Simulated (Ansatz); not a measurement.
Consider the following.

Ga2O3 (corundum)

```cif
data_Ga12O18
_chemical_formula_sum 'Ga12 O18'
_space_group_name_H-M_alt 'R-3c :H'
_space_group_IT_number 167
_space_group_name_Hall '-R 3 2"c'
_cell_length_a 5.05794
_cell_length_b 5.05794
_cell_length_c 13.62419
_cell_angle_alpha 90.000
_cell_angle_beta 90.000
_cell_angle_gamma 120.000
loop_
_atom_site_label
_atom_site_type_symbol
_atom_site_symmetry_multiplicity
_atom_site_Wyckoff_symbol
_atom_site_fract_x
_atom_site_fract_y
_atom_site_fract_z
_atom_site_occupancy
Ga1 Ga 12 c 0.00000 0.00000 0.14416 1
O1 O 18 e 0.30310 0.30310 0.25000 1
```
(The calculation used a cell of 10 atoms; values per cell refer to that cell.)

Equation-of-state scan: isotropic scaling of the cell above, V₀ being its volume. The atoms relax within the cell's symmetry.

Level of theory: PBE (plane waves to 420 eV, PAW, scalar-relativistic; Ansatz, a program for electronic structure). k mesh 8×8×8 (Γ-centred), Fermi-Dirac smearing 0.05 eV. The energy includes the smearing's −TS. Stress and pressure are positive under compression. With the shape held, the modulus is that of even scaling; a crystal free to change shape is softer. Ga2O3 was relaxed with its symmetry unable to fall. The PAW data are Ansatz's earlier set. The zero of ΔE is the relaxed starting cell.

The scan covers V/V₀ from 0.940 to 1.060 in 9 points.

What is ΔE at V/V₀ = 0.940?

25.4 meV/atom.

What pressure does the cell carry at V/V₀ = 0.940?

14.3 GPa.

What is ΔE at V/V₀ = 1.060?

20.3 meV/atom.

(Under strain, the slope of the energy per volume gives the stress and its curvature an elastic modulus.)
